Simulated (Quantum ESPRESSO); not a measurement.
# Mg2AuMo2InIr2: input and log of a self-consistent run

Simulated, not a measurement. The program is pw.x of Quantum ESPRESSO 7.5 (plane-wave density functional theory). The cell is made up: eight metal atoms on a face-centred cubic lattice, with elements, volume, strain and displacements drawn at random and not relaxed, so it may be unstable or far from any real phase. PseudoDojo standard norm-conserving files set the functional (PBE unless stated); there is no spin polarisation or spin-orbit coupling, the Fermi-Dirac width of 0.25 eV means electrons at about 2900 K, and the masses in the input are unused placeholders. Heavy elements are run without spin-orbit coupling, which real alloys of them have. A spin test at this wide smearing found no moment, but such smearing suppresses magnetism that the real alloy may have.

Input:

```
&control calculation='scf', pseudo_dir='./dojo.nc.sr.pbe.v0_5.standard.upf', outdir='./o', disk_io='minimal', tprnfor=.true., tstress=.true. /
&system ibrav=0, nat=8, ntyp=5, nbnd=70, ecutwfc=84.00895049, nosym=.true., tot_charge=0,
 occupations='smearing', smearing='fd', degauss=0.0183746611
/
&electrons conv_thr=1.470e-08, electron_maxstep=70, mixing_beta=0.5 /
ATOMIC_SPECIES
Au 1.0 Au.upf
In 1.0 In.upf
Ir 1.0 Ir.upf
Mg 1.0 Mg.upf
Mo 1.0 Mo.upf
CELL_PARAMETERS angstrom
-0.0767 -0.0601 -4.3281
4.3567 -0.026 0.0779
0.0519 -8.488 -0.122
ATOMIC_POSITIONS angstrom
Mg 0.0024 0.0957 0.1523
Au 0.0654 -4.226 -0.0873
Mg 2.212 -2.2053 -0.0467
Mo 2.2093 -6.2212 0.0809
In -0.1062 -2.0409 -2.0768
Ir -0.055 -6.4958 -2.2394
Mo 2.3215 -0.0786 -2.1414
Ir 2.2051 -4.2577 -2.1925
K_POINTS automatic
6 5 3 1 1 1
```

The log is shortened where brackets say so; the opening notice, blank lines, dates and the lines on written files are dropped, and the path of the files is cut. It prints rydbergs, bohrs and kilobars, and counts compression as positive stress. Its total energy is the free energy E - TS of the whole cell.

```
     Program PWSCF v.7.5
     Parallel version (MPI & OpenMP), running on       4 processor cores
     Number of MPI processes:                 4
     Threads/MPI process:                     1
     [start-up lines left out]
     bravais-lattice index     =            0
     lattice parameter (alat)  =       8.1810  a.u.
     unit-cell volume          =    1079.4820 (a.u.)^3
     number of atoms/cell      =            8
     number of atomic types    =            5
     number of electrons       =       114.00
     number of Kohn-Sham states=           70
     kinetic-energy cutoff     =      84.0090  Ry
     charge density cutoff     =     336.0358  Ry
     scf convergence threshold =      1.5E-08
     mixing beta               =       0.5000
     number of iterations used =            8  plain     mixing
     Exchange-correlation= PBE
                           (   1   4   3   4   0   0   0)
     [axes and pseudopotential details left out]
   Cartesian axes
     site n.     atom                  positions (alat units)
         1        Mg     tau(   1) = (   0.0005544   0.0221057   0.0351797  )
         2        Au     tau(   2) = (   0.0151067  -0.9761626  -0.0201654  )
         3        Mg     tau(   3) = (   0.5109493  -0.5094017  -0.0107872  )
         4        Mo     tau(   4) = (   0.5103256  -1.4370333   0.0186871  )
         5        In     tau(   5) = (  -0.0245311  -0.4714269  -0.4797195  )
         6        Ir     tau(   6) = (  -0.0127044  -1.5004631  -0.5172784  )
         7        Mo     tau(   7) = (   0.5362427  -0.0181558  -0.4946414  )
         8        Ir     tau(   8) = (   0.5093555  -0.9834850  -0.5064450  )
     number of k points=    45  Fermi-Dirac smearing, width (Ry)=  0.0184
                       cart. coord. in units 2pi/alat
        k(    1) = (   0.1003738  -0.0831854  -0.0839781), wk =   0.0444444
        k(    2) = (   0.1024887   0.2569208  -0.0887383), wk =   0.0444444
     [further k points left out]
     Dense  grid:   112253 G-vectors     FFT dimensions: (  48,  50,  96)
     Estimated max dynamical RAM per process >     383.84 MB
     Estimated total dynamical RAM >       1.42 GB
     Initial potential from superposition of free atoms
     starting charge     113.9912, renormalised to     114.0000
     Starting wfcs are   69 randomized atomic wfcs +    1 random wfcs
     total cpu time spent up to now is        5.1 secs
     per-process dynamical memory:   293.1 Mb
     Self-consistent Calculation
     iteration #  1     ecut=    84.01 Ry     beta= 0.50
     Davidson diagonalization with overlap
     ethr =  1.00E-02,  avg # of iterations =  3.0
     total cpu time spent up to now is       18.3 secs
     total energy              =   -1406.80646250 Ry
     estimated scf accuracy    <       2.98963589 Ry
     iteration #  2     ecut=    84.01 Ry     beta= 0.50
     Davidson diagonalization with overlap
     ethr =  2.62E-03,  avg # of iterations =  3.0
     total cpu time spent up to now is       33.1 secs
     total energy              =   -1405.10223300 Ry
     estimated scf accuracy    <      45.84093092 Ry
     iteration #  3     ecut=    84.01 Ry     beta= 0.50
     Davidson diagonalization with overlap
     ethr =  2.62E-03,  avg # of iterations =  2.8
     total cpu time spent up to now is       46.3 secs
     total energy              =   -1407.66961702 Ry
     estimated scf accuracy    <      15.95000581 Ry
     iteration #  4     ecut=    84.01 Ry     beta= 0.50
     Davidson diagonalization with overlap
     ethr =  2.62E-03,  avg # of iterations =  2.0
     total cpu time spent up to now is       58.1 secs
     total energy              =   -1408.30292657 Ry
     estimated scf accuracy    <       1.61348458 Ry
     iteration #  5     ecut=    84.01 Ry     beta= 0.50
     Davidson diagonalization with overlap
     ethr =  1.42E-03,  avg # of iterations =  1.2
     total cpu time spent up to now is       70.6 secs
     total energy              =   -1408.40336852 Ry
     estimated scf accuracy    <       0.71559884 Ry
     [iterations 6 to 10 left out]
     iteration # 11     ecut=    84.01 Ry     beta= 0.50
     Davidson diagonalization with overlap
     ethr =  5.89E-07,  avg # of iterations =  4.5
     total cpu time spent up to now is      142.3 secs
     total energy              =   -1408.44398650 Ry
     estimated scf accuracy    <       0.00000818 Ry
     iteration # 12     ecut=    84.01 Ry     beta= 0.50
     Davidson diagonalization with overlap
     ethr =  7.18E-09,  avg # of iterations =  5.2
     total cpu time spent up to now is      159.4 secs
     total energy              =   -1408.44398818 Ry
     estimated scf accuracy    <       0.00000483 Ry
     iteration # 13     ecut=    84.01 Ry     beta= 0.50
     Davidson diagonalization with overlap
     ethr =  4.24E-09,  avg # of iterations =  2.0
     total cpu time spent up to now is      171.4 secs
     total energy              =   -1408.44398854 Ry
     estimated scf accuracy    <       0.00000051 Ry
     iteration # 14     ecut=    84.01 Ry     beta= 0.50
     Davidson diagonalization with overlap
     ethr =  4.47E-10,  avg # of iterations =  1.4
     total cpu time spent up to now is      182.7 secs
     total energy              =   -1408.44398858 Ry
     estimated scf accuracy    <       0.00000005 Ry
     iteration # 15     ecut=    84.01 Ry     beta= 0.50
     Davidson diagonalization with overlap
     ethr =  4.80E-11,  avg # of iterations =  2.2
     total cpu time spent up to now is      194.6 secs
     End of self-consistent calculation
     [lines on levels left out]
!    total energy              =   -1408.44398858 Ry
     estimated scf accuracy    <       0.00000001 Ry
     smearing contrib. (-TS)   =      -0.12849202 Ry
     internal energy E=F+TS    =   -1408.31549656 Ry
     The total energy is F=E-TS. E is the sum of the following terms:
     one-electron contribution =    -562.26888619 Ry
     hartree contribution      =     321.03906573 Ry
     xc contribution           =    -251.67700811 Ry
     ewald contribution        =    -915.40866799 Ry
     convergence has been achieved in  15 iterations
     Forces acting on atoms (cartesian axes, Ry/au):
     atom    1 type  4   force =     0.01930245    0.03740720   -0.02773932
     atom    2 type  1   force =    -0.00138664   -0.02567851    0.00599616
     atom    3 type  4   force =    -0.01210157   -0.02413829    0.02342201
     atom    4 type  5   force =     0.00735259    0.01387483    0.02206642
     atom    5 type  2   force =     0.03519723   -0.04830998   -0.01939625
     atom    6 type  3   force =    -0.01524000    0.00445196   -0.01161860
     atom    7 type  5   force =    -0.03206560    0.09157456    0.01007144
     atom    8 type  3   force =    -0.00105846   -0.04918177   -0.00280187
     Total force =     0.146728     Total SCF correction =     0.000668
     Computing stress (Cartesian axis) and pressure
          total   stress  (Ry/bohr**3)                   (kbar)     P=     -169.84
  -0.00109253  -0.00003688  -0.00010346         -160.72       -5.43      -15.22
  -0.00003688  -0.00116651  -0.00002770           -5.43     -171.60       -4.08
  -0.00010346  -0.00002770  -0.00120461          -15.22       -4.08     -177.20
     init_run     :      4.73s CPU      4.97s WALL (       1 calls)
     electrons    :    184.56s CPU    189.52s WALL (       1 calls)
     forces       :      2.02s CPU      2.04s WALL (       1 calls)
     stress       :      7.33s CPU      7.50s WALL (       1 calls)
     [timing details left out]
     PWSCF        :   3m18.75s CPU   3m24.23s WALL
     JOB DONE.
```

In other units: free energy -19162.857 eV for the cell, pressure -16.98 GPa, largest force component 2.354 eV/Å in size. The run took 206 s of wall time with four MPI processes on a shared machine (Intel Xeon, 2023 or later, virtual cores), so the time is rough. A rerun of this cell at a higher cutoff and on a denser mesh moved values by no more than 0.004 eV in energy, 0.02 GPa in stress and 0.010 eV/Å in force, and a second program with other atomic files agreed on that cell to 2 % rms in force and 0.5 GPa in pressure.